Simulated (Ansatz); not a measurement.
**NbAlP2SO12: Al-27 nuclear quadrupole resonance**

Cell: a Materials Project structure (computed, not necessarily an observed phase), atoms as given.

```cif
data_NbAlP2SO12
_symmetry_space_group_name_H-M 'Cc'
_symmetry_Int_Tables_number 9
_cell_length_a 14.9290
_cell_length_b 8.5721
_cell_length_c 8.8746
_cell_angle_alpha 90.000
_cell_angle_beta 124.000
_cell_angle_gamma 90.000
loop_
_atom_site_label
_atom_site_type_symbol
_atom_site_symmetry_multiplicity
_atom_site_Wyckoff_symbol
_atom_site_fract_x
_atom_site_fract_y
_atom_site_fract_z
Al Al 4 a 0.3921 0.2521 0.9328
Nb Nb 4 a 0.6083 0.7591 0.0817
P5 P 4 a 0.4852 0.9679 0.2443
P6 P 4 a 0.8631 0.9052 0.2442
S S 4 a 0.1449 0.8809 0.2469
O11 O 4 a 0.4209 0.0723 0.0802
O12 O 4 a 0.5491 0.3137 0.0855
O13 O 4 a 0.8652 0.8719 0.0784
O17 O 4 a 0.5679 0.9336 0.9179
O18 O 4 a 0.4610 0.6768 0.9163
O19 O 4 a 0.1431 0.1333 0.9119
O23 O 4 a 0.4192 0.1348 0.7839
O24 O 4 a 0.8623 0.9238 0.7819
O25 O 4 a 0.2420 0.1884 0.7735
O29 O 4 a 0.5664 0.8633 0.2253
O30 O 4 a 0.1492 0.0548 0.2255
O31 O 4 a 0.7603 0.8236 0.2197
```

One atom of each set is listed; the run and its k-mesh use a cell of 34 atoms with edges of 8.61, 8.61, 8.87 Å.

Computed with Ansatz: DFT, r2SCAN, plane waves and PAW, scalar-relativistic, 500 eV cutoff, Γ-centred 3×3×3 k-points, Fermi–Dirac smearing 0.02 eV.

Al-27: I = 5/2, Q = 146.6 mb (year-2017 value). Static lattice, zero field.

Problem. Predict the zero-field Al-27 lines of each site.

Solution. For I = 5/2 and η = 0 the lines are 3|C_Q|/20 and twice that; η pulls their ratio below 2.

| site | atoms | V_zz (10²¹ V/m²) | C_Q (MHz) | η | line frequencies (MHz) |
| --- | --- | --- | --- | --- | --- |
| Al | 2 | 2.52 | 8.94 | 0.21 | 1.40, 2.66 |

At this cell the r2SCAN pressure is -6 GPa, so with r2SCAN the cell would shrink if it were relaxed. The entry's cell may itself be off. The largest force is 0.6 eV/Å, so the atoms aren't at the calculated equilibrium and relaxing them would move these values. With these PAW files V_zz is typically within 2 to 3 % of all-electron values, but misses above 10 % occur on Al.
